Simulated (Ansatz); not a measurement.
### Question
Each is relaxed and computed with the program Ansatz at the r²SCAN level (PAW). Which is the only one with a gap?
A. YSi2Pd2, I4/mmm (Y on 2a, Si on 4e, Pd on 4d)
B. GdBPd3, cubic perovskite
C. PdS2, Pbca (Pd on 4a, S on 8c)
D. SiSnPd5, P4/mmm (Si on 1b, Sn on 1c, Pd on 1a, Pd on 4i)

### Answer
C, PdS2, Pbca (Pd on 4a, S on 8c). PdS2: gap 0.37 eV (indirect); SiSnPd5: metal; YSi2Pd2: metal; GdBPd3: metal. Caveat: open 4f shells can settle in a state that is not the lowest. Spin orders computed, not proven ground states: GdBPd3, cubic perovskite ferromagnetic. Standing as an ambient phase not checked: PdS2, Pbca (Pd on 4a, S on 8c); SiSnPd5, P4/mmm (Si on 1b, Sn on 1c, Pd on 1a, Pd on 4i); YSi2Pd2, I4/mmm (Y on 2a, Si on 4e, Pd on 4d); GdBPd3, cubic perovskite. Weakly bound layers, chains or molecules computed without a dispersion correction, so cells and soft constants are ill determined: PdS2, Pbca (Pd on 4a, S on 8c). All cells were relaxed under the symmetry of their starts (and spin orders); stability against distortions was not tested throughout. Rows with no word on spin ran without spin polarisation. No Hubbard U is applied. Scalar-relativistic: spin–orbit coupling is off unless named, which matters more the heavier the elements.

Potentials: the later of the program's two PAW sets.
